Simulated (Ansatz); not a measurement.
A relaxation computed with Ansatz, from input to last step.

```yaml
crystal:
  lattice:
    - [3.736046499, 0.0, 0.0]
    - [-1.8680232495, 3.2355111778, 0.0]
    - [0.0, 0.0, 5.5800048603]
  atoms:
    - { symbol: Sn, position: [0.0, 0.0, 0.0] }
    - { symbol: Se, position: [0.3333333333, 0.6666666667, 0.281468348] }
    - { symbol: Se, position: [0.6666666667, 0.3333333333, 0.718531652] }
basis:
  ecutwfc: 420
kpoints:
  mp_grid: { grid: [12, 12, 6] }
hamiltonian:
  xc: pbesol
  dispersion: d3bj
scf:
  occupations: { method: gaussian, width: 0.02 }
output:
  forces: true
  stress: true
  eigenvalues: true
relax:
  adjacent_minimum: "off"
  f_tol: 0.01
  max_steps: 30
  cell: { stress_tol: 0.1, fix: [volume] }
```

```bash
ansatz run input.yaml --threads 1 --pin off --max-ram 2560MiB --backend cpu --events-out ev --progress --plain --runs-dir out
```

Method: DFT PBEsol+D3(BJ), scalar-relativistic, plane waves, PAW in Ansatz 0.2.0.

The volume is held at 0.94 times that of the relaxed cell.

Of 6 frames 5 are shown, positions in Å and forces in eV/Å; the SCF threshold varies from step to step. Steps run on the plane waves of an earlier cell, with a Pulay correction in the pressure. The basis is chosen afresh for the last frame, the zero of the energies, and at times for earlier ones too; energy and pressure step there, also at an unchanged geometry. The mark taken_back stands on steps that the optimiser undid.

```xyz
3
Lattice="3.7360 0.0000 0.0000 -1.8680 3.2355 0.0000 0.0000 0.0000 5.5800" Properties=species:S:1:pos:R:3:forces:R:3 pbc="T T T" step=1 free_energy_over_end_meV_per_atom=2.55 pressure_GPa=4.15
Sn    0.0000    0.0000    0.0000    0.0000    0.0000    0.0000
Se    0.0000    2.1570    1.5706    0.0000    0.0000    0.2388
Se    1.8680    1.0785    4.0094    0.0000    0.0000   -0.2388
3
Lattice="3.7441 0.0000 0.0000 -1.8721 3.2425 0.0000 0.0000 0.0000 5.5560" Properties=species:S:1:pos:R:3:forces:R:3 pbc="T T T" step=2 free_energy_over_end_meV_per_atom=4.68 pressure_GPa=1.88 taken_back
Sn    0.0000    0.0000    0.0000    0.0000    0.0000    0.0000
Se    0.0000    2.1617    1.6334    0.0000    0.0000   -0.3196
Se    1.8721    1.0808    3.9225    0.0000    0.0000    0.3196
3
Lattice="3.7511 0.0000 0.0000 -1.8756 3.2486 0.0000 0.0000 0.0000 5.5352" Properties=species:S:1:pos:R:3:forces:R:3 pbc="T T T" step=3 free_energy_over_end_meV_per_atom=0.18 pressure_GPa=3.02
Sn    0.0000    0.0000    0.0000    0.0000    0.0000    0.0000
Se    0.0000    2.1657    1.5920    0.0000    0.0000   -0.0420
Se    1.8756    1.0829    3.9431    0.0000    0.0000    0.0420
3
Lattice="3.7573 0.0000 0.0000 -1.8786 3.2539 0.0000 0.0000 0.0000 5.5171" Properties=species:S:1:pos:R:3:forces:R:3 pbc="T T T" step=4 free_energy_over_end_meV_per_atom=0.03 pressure_GPa=3.07
Sn    0.0000    0.0000    0.0000    0.0000    0.0000    0.0000
Se    0.0000    2.1693    1.5862    0.0000    0.0000   -0.0099
Se    1.8786    1.0846    3.9310    0.0000    0.0000    0.0099
3
Lattice="3.7604 0.0000 0.0000 -1.8802 3.2566 0.0000 0.0000 0.0000 5.5081" Properties=species:S:1:pos:R:3:forces:R:3 pbc="T T T" step=6 free_energy_over_end_meV_per_atom=0.00 pressure_GPa=3.07
Sn    0.0000    0.0000    0.0000    0.0000    0.0000    0.0000
Se    0.0000    2.1710    1.5839    0.0000    0.0000    0.0013
Se    1.8802    1.0855    3.9241    0.0000    0.0000   -0.0013
```

The run took 67 s on 1 thread of Intel(R) Xeon(R) Platinum 8259CL CPU @ 2.50GHz (Skylake/Cascade Lake), with other jobs on the host, peak memory 0.53 GiB.

The smearing is narrow for a metal on this mesh.